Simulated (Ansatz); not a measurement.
A geometry of Ta away from equilibrium: step 2 of the relaxation of a relaxed Ta cell, doubled along one cell vector, shaken by Gaussian noise of σ = 0.08 Å a coordinate. These are PBEsol (plane waves to 420 eV, PAW, scalar-relativistic; Ansatz, an electronic-structure program) values and carry that method's errors. Γ-centred k-mesh 8×8×6 on the run's cell (coarser than for final values), Fermi–Dirac smearing 0.05 eV.

```
CELL_PARAMETERS angstrom
      4.80953     0.00958    -0.01217
     -2.39647     4.17172     0.01502
     -0.01365     0.01157     5.36214
ATOMIC_POSITIONS crystal
  Ta 0.99815 0.00589 0.99385
  Ta 0.99949 0.00276 0.48183
  Ta 0.34521 0.66096 0.23364
  Ta 0.34003 0.67948 0.74185
  Ta 0.67405 0.32614 0.25560
  Ta 0.66300 0.34912 0.76508
```

Task: Predict the force on each atom, in eV/Å.

Result: 
```csv
atom,Fx,Fy,Fz
Ta1,0.40,-0.06,-0.77
Ta2,0.32,-0.01,0.96
Ta3,-0.35,0.01,0.06
Ta4,-0.57,0.11,-1.13
Ta5,-0.12,0.11,1.14
Ta6,0.30,-0.16,-0.26
```

Task: What is the pressure?

Result: +0.7 GPa, compression positive.

Task: How far above the relaxed end point is this geometry?

Result: 0.24 eV/atom; the path ends in Im-3m (No. 229) (bcc (W type)).

No spin polarisation in the result.

Of the parent cell (P6/mmm (No. 191)): it is a generated cell of Ta: the first start was made by placing the elements on the sites of a structure type, and the end was not matched to a known phase here, so it may be hypothetical. Known forms of Ta include space group No. 229.
